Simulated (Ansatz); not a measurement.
NiAu:
```cif
data_Au2Ni2
_chemical_formula_sum 'Au2 Ni2'
_space_group_name_H-M_alt 'P 1'
_space_group_IT_number 1
_cell_length_a 2.85431
_cell_length_b 2.85431
_cell_length_c 7.09989
_cell_angle_alpha 90.000
_cell_angle_beta 90.000
_cell_angle_gamma 90.000
loop_
_space_group_symop_operation_xyz
  'x, y, z'
loop_
_atom_site_label
_atom_site_type_symbol
_atom_site_fract_x
_atom_site_fract_y
_atom_site_fract_z
_atom_site_occupancy
Au1 Au 0.00000 0.50000 0.34475 1
Au2 Au 0.50000 0.00000 0.65525 1
Ni1 Ni 0.00000 0.50000 0.90674 1
Ni2 Ni 0.50000 0.00000 0.09326 1
```
The run is spin-polarised; directions of the spins, atom by atom: 0 0 ↑ ↑.

This is the PBE-relaxed structure.

Q: All from the program Ansatz at the PBE level (PAW), unless another level is named. Estimate the formation energy from the elements (no fitted shifts).

A: 0.077 eV/atom.

Q: And the density of states at the Fermi level?

A: 1.2 states/eV per atom (mean over ±0.08 eV).

Space group P4/nmm. The start of the workflow was typed in or built on a structure type; neither database checked (COD, Materials Project) lists it. Its standing as an ambient phase is unchecked. The cell was relaxed with PBE under the symmetry of its start; whether a distortion lowers the energy is not shown. Magnetic state: ferromagnetic, chosen from 2 collinear starts compared on coarse meshes (ties went to the first, and starts can fall back to one state), not a proven ground state. The references are the lowest solids computed at this level, not always the standard phases. Scalar-relativistic: spin–orbit coupling is off unless named, which matters more the heavier the elements.

Potentials: the earlier of the program's two PAW sets.
